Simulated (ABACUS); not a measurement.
A self-consistent single point of a model cell of KGeF₃ (Pnma, 20 atoms in the cell; prototype structure).

```yaml
crystal:
  lattice:
    - [5.86499, 0.00000, 0.00000]
    - [0.00000, 8.27549, 0.00000]
    - [0.00000, 0.00000, 5.84541]
  atoms:
    - { symbol: K, position: [0.48770, 0.25000, 0.99160] }
    - { symbol: K, position: [0.98770, 0.25000, 0.50840] }
    - { symbol: K, position: [0.51230, 0.75000, 0.00840] }
    - { symbol: K, position: [0.01230, 0.75000, 0.49160] }
    - { symbol: Ge, position: [0.00000, 0.00000, 0.00000] }
    - { symbol: Ge, position: [0.50000, 0.50000, 0.50000] }
    - { symbol: Ge, position: [0.00000, 0.50000, 0.00000] }
    - { symbol: Ge, position: [0.50000, 0.00000, 0.50000] }
    - { symbol: F, position: [0.03130, 0.25000, 0.05860] }
    - { symbol: F, position: [0.53130, 0.25000, 0.44140] }
    - { symbol: F, position: [0.96870, 0.75000, 0.94140] }
    - { symbol: F, position: [0.46870, 0.75000, 0.55860] }
    - { symbol: F, position: [0.28800, 0.53700, 0.21300] }
    - { symbol: F, position: [0.78800, 0.96300, 0.28700] }
    - { symbol: F, position: [0.71200, 0.03700, 0.78700] }
    - { symbol: F, position: [0.21200, 0.46300, 0.71300] }
    - { symbol: F, position: [0.71200, 0.46300, 0.78700] }
    - { symbol: F, position: [0.21200, 0.03700, 0.71300] }
    - { symbol: F, position: [0.28800, 0.96300, 0.21300] }
    - { symbol: F, position: [0.78800, 0.53700, 0.28700] }
```

Level of theory: BLYP, numerical atomic orbitals DZP (confined pseudo-atomic orbitals with Gaussian additions; energy shift 0.01 Ry), PseudoDojo 0.5 standard norm-conserving PBE (tails mended) pseudopotentials run with ABACUS 3.10.1.

ABACUS settings:

* **basis**: DZP numerical atomic orbitals, energy shift 0.01 Ry
* **KPT**: Gamma 3 2 3 0 0 0
* **basis_type**: lcao
* **dft_functional**: GGA_X_B88+GGA_C_LYP
* **ecutwfc**: 100 Ry
* **smearing_method**: fd
* **smearing_sigma**: 0.00999582 Ry
* **potentials**: PseudoDojo 0.5 standard norm-conserving PBE (tails mended)
* **symmetry**: 1
* **symmetry_prec**: 1e-05
* **ks_solver**: scalapack_gvx
* **scf_nmax**: 100
* **scf_thr**: 1.0e-07
* **mixing_type**: pulay

Results:

- Number of valence electrons = 176
- Number of bands = 106
- Number of k-points after the program's reduction = 8
- Size of the basis = 312
- Number of SCF iterations = 10
- Free energy E − TS = -21035.5376 eV
- Pressure = 17.24 GPa
- Largest force (vector length) = 0.485 eV/Å

Stress (GPa, positive for compression):
```
16.60   0.00   0.00
 0.00  18.00   0.00
 0.00   0.00  17.13
```

For comparison: a first run (DFT, PBEsol, numerical atomic orbitals DZP (confined pseudo-atomic orbitals with Gaussian additions; energy shift 0.01 Ry), PseudoDojo 0.4 standard norm-conserving PBEsol (tails mended) pseudopotentials) was changed to give this one (dft_functional: PBESOL → GGA_X_B88+GGA_C_LYP; pseudopotentials: PseudoDojo 0.4 standard norm-conserving PBEsol (tails mended) → PseudoDojo 0.5 standard norm-conserving PBE (tails mended); basis_set: DZP numerical atomic orbitals, energy shift 0.01 Ry → DZP numerical atomic orbitals, energy shift 0.01 Ry), and from it to this one the pressure goes from 10.45 to 17.24 GPa and the largest force goes from 0.379 to 0.485 eV/Å.

Lattice and positions were typed or generated, without prior relaxation. The atom-centred basis is finite, which shifts total energies, pressures and forces against plane waves. The potentials were made for another functional than the one used.

Cost on one core: very roughly 2.4 core-minutes.

The atomic orbitals were generated for these runs; they are not ABACUS's published sets and were checked against plane waves on a few crystals only.

“Tails mended”: in these copies of the files the far tail of each local potential was reset to the Coulomb form.
